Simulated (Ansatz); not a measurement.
Relaxation of a relaxed SnO cell displaced along its unstable phonon at q = Γ (47i cm⁻¹), largest move 0.15 Å; 4 atoms in the cell, which starts as Pmm2 (No. 25), oP4; a = 3.1999 Å, b = 6.2763 Å, c = 3.1999 Å, α = 90.00°, β = 90.00°, γ = 90.00°. All values below come from PBEsol (plane waves to 420 eV, PAW, scalar-relativistic; Ansatz, an electronic-structure program). Γ-centred k-mesh 7×7×4 on the run's cell (coarser than for final values), Fermi–Dirac smearing 0.05 eV. This is the first round of the run. 

The optimiser's lines from the output (shortened; P is positive under compression):

```
relax step   1: F+E_penalty+E_count = -13020.41737274 eV  Δ(F+E_penalty+E_count) = +0.000e0 eV  max|allowed force component| = 1.577e-1 eV/Å  Δτ_max = 0.0000 Å  P = -0.291 GPa  Ω = 64.266 Å³  (7 SCF iters, dr2 threshold 1.00e-7 eV, accepted)
relax step   2: F+E_penalty+E_count = -13020.42975218 eV  Δ(F+E_penalty+E_count) = -1.238e-2 eV  max|allowed force component| = 1.262e-1 eV/Å  Δτ_max = 0.0111 Å  P = -0.009 GPa  Ω = 64.308 Å³  (6 SCF iters, dr2 threshold 4.00e-7 eV, accepted)
relax step   3: F+E_penalty+E_count = -13020.44064127 eV  Δ(F+E_penalty+E_count) = -1.089e-2 eV  max|allowed force component| = 1.566e-1 eV/Å  Δτ_max = 0.0480 Å  P = +0.338 GPa  Ω = 64.097 Å³  (6 SCF iters, dr2 threshold 4.00e-7 eV, accepted)
relax step   4: F+E_penalty+E_count = -13020.46026789 eV  Δ(F+E_penalty+E_count) = -1.963e-2 eV  max|allowed force component| = 1.443e-1 eV/Å  Δτ_max = 0.1924 Å  P = -0.028 GPa  Ω = 63.533 Å³  (6 SCF iters, dr2 threshold 4.00e-7 eV, accepted)
relax step   5: F+E_penalty+E_count = -13020.47054047 eV  Δ(F+E_penalty+E_count) = -1.027e-2 eV  max|allowed force component| = 2.585e-2 eV/Å  Δτ_max = 0.0531 Å  P = -0.207 GPa  Ω = 63.939 Å³  (6 SCF iters, dr2 threshold 4.00e-7 eV, accepted)
relax step   6: F+E_penalty+E_count = -13020.47117310 eV  Δ(F+E_penalty+E_count) = -6.326e-4 eV  max|allowed force component| = 1.879e-3 eV/Å  Δτ_max = 0.0128 Å  P = -0.042 GPa  Ω = 63.924 Å³  (6 SCF iters, dr2 threshold 3.28e-7 eV, accepted)
relax step   7: F+E_penalty+E_count = -13020.47121797 eV  Δ(F+E_penalty+E_count) = -4.486e-5 eV  max|allowed force component| = 5.141e-4 eV/Å  Δτ_max = 0.0010 Å  P = -0.003 GPa  Ω = 63.902 Å³  (6 SCF iters, dr2 threshold 1.90e-8 eV, accepted)
relax step   8: F+E_penalty+E_count = -13020.47677263 eV  Δ(F+E_penalty+E_count) = -5.555e-3 eV  max|allowed force component| = 2.122e-3 eV/Å  Δτ_max = 0.0000 Å  P = +0.111 GPa  Ω = 63.902 Å³  stress off target by 4.43e-1 GPa  SCF on the basis re-selected at this cell (its energy is not comparable with the rows above)  (7 SCF iters)
relax step   9: F+E_penalty+E_count = -13020.47763123 eV  Δ(F+E_penalty+E_count) = -8.586e-4 eV  max|allowed force component| = 6.554e-3 eV/Å  Δτ_max = 0.0115 Å  P = -0.022 GPa  Ω = 64.088 Å³  (6 SCF iters, dr2 threshold 4.00e-7 eV, accepted)
relax step  10: F+E_penalty+E_count = -13020.47772823 eV  Δ(F+E_penalty+E_count) = -9.700e-5 eV  max|allowed force component| = 5.427e-3 eV/Å  Δτ_max = 0.0074 Å  P = +0.064 GPa  Ω = 64.103 Å³  (6 SCF iters, dr2 threshold 2.03e-8 eV, accepted)
relax step  11: F+E_penalty+E_count = -13020.47766039 eV  Δ(F+E_penalty+E_count) = +6.784e-5 eV  max|allowed force component| = 8.036e-4 eV/Å  Δτ_max = 0.0026 Å  P = -0.002 GPa  Ω = 64.161 Å³  (6 SCF iters, dr2 threshold 1.48e-8 eV, accepted)
relax step  12: F+E_penalty+E_count = -13020.47830025 eV  Δ(F+E_penalty+E_count) = -6.399e-4 eV  max|allowed force component| = 9.620e-4 eV/Å  Δτ_max = 0.0000 Å  P = +0.013 GPa  Ω = 64.161 Å³  stress off target by 6.08e-2 GPa  SCF on the basis re-selected at this cell (its energy is not comparable with the rows above)  (6 SCF iters)
relax step  13: F+E_penalty+E_count = -13020.47826335 eV  Δ(F+E_penalty+E_count) = +3.690e-5 eV  max|allowed force component| = 1.284e-3 eV/Å  Δτ_max = 0.0047 Å  P = +0.006 GPa  Ω = 64.215 Å³  (6 SCF iters, dr2 threshold 9.25e-9 eV, accepted)
relax step  14: F+E_penalty+E_count = -13020.47822896 eV  Δ(F+E_penalty+E_count) = +3.439e-5 eV  max|allowed force component| = 5.710e-4 eV/Å  Δτ_max = 0.0017 Å  P = +0.000 GPa  Ω = 64.240 Å³  (7 SCF iters, accepted)
relax step  15: F+E_penalty+E_count = -13020.47834710 eV  Δ(F+E_penalty+E_count) = -1.181e-4 eV  max|allowed force component| = 5.744e-4 eV/Å  Δτ_max = 0.0000 Å  P = +0.001 GPa  Ω = 64.240 Å³  stress off target by 7.95e-3 GPa  SCF on the basis re-selected at this cell (its energy is not comparable with the rows above)  (6 SCF iters)
```

From the first to the last row the energy changes by -0.02 eV/atom and the volume by 0.0 %. The last row is marked as not comparable with the walk above it, whose basis was carried along; it does compare with step 1, since both stand on a basis selected at the nominal cutoff for their own cell.

Later rounds, restarted from the end of this one on a renewed k-mesh, logged 6 more steps and released under 0.01 eV/atom more. The final structure after all rounds: Pmm2 (No. 25), oP4; a = 3.109 Å, b = 5.931 Å, c = 3.485 Å, α = β = γ = 90.00°. Between re-selections the logged energies stand on a plane-wave basis carried along with the cell. No spin polarisation in the result.

The run could not lose the symmetry of its start: the end is stationary, and may be a saddle point rather than a minimum.

The relaxed structure here is a generated cell of SnO: the first start was made by placing the elements on the sites of a structure type, and the end was not matched to a known phase here, so it may be hypothetical. Known forms of SnO include space group No. 129.
